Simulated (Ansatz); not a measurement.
**Stability checks on a candidate for Ge4MoW**

The structure comes from a generated guess, relaxed at this level; another structure or a mixture of phases may lie lower.

Method: Ansatz, DFT PBE, scalar-relativistic, plane waves, PAW. Plane waves to 420 eV, a 10×10×8 mesh through Γ for the 6-atom cell and 0.10 eV Gaussian smearing; no spin polarisation.

Space group Cmmm (No. 65). a = 4.724 Å, b = 8.286 Å, c = 4.723 Å, α = 90.00°, β = 90.00°, γ = 90.00°
```json
{"atom": "Ge", "site": "4i", "symmetry": "m2m", "x": "0.5000", "y": "0.1623", "z": "0.0000"}
{"atom": "Ge", "site": "4j", "symmetry": "m2m", "x": "0.0000", "y": "0.1619", "z": "0.5000"}
{"atom": "Mo", "site": "2a", "symmetry": "mmm", "x": "0.0000", "y": "0.0000", "z": "0.0000"}
{"atom": "W", "site": "2c", "symmetry": "mmm", "x": "0.5000", "y": "0.0000", "z": "0.5000"}
```

Energies over the elements count from the elements' standard structures at the same level, with no fitted energy shifts.

Task: These tests were run: energy against the elements; phonons on a 2×2×2 q mesh; elastic tensor. What do they show?

Result:

| test | result |
| --- | --- |
| energy against the elements | −0.04 eV/atom |
| phonons on a 2×2×2 q mesh | no imaginary mode on the mesh |
| elastic tensor | least eigenvalue 97 GPa |

It fails none of these tests. Other phases of the system weren't compared here, so this isn't yet thermodynamic stability.

The k mesh leaves some 4 meV/atom of noise in the energy of each metallic cell. Spin–orbit coupling, which can matter for W, is left out. The run for the phonons used a 10×10×8 k mesh and Fermi–Dirac smearing of 0.15 eV. The run for the elastic tensor used a 10×10×8 k mesh and Fermi–Dirac smearing of 0.15 eV.
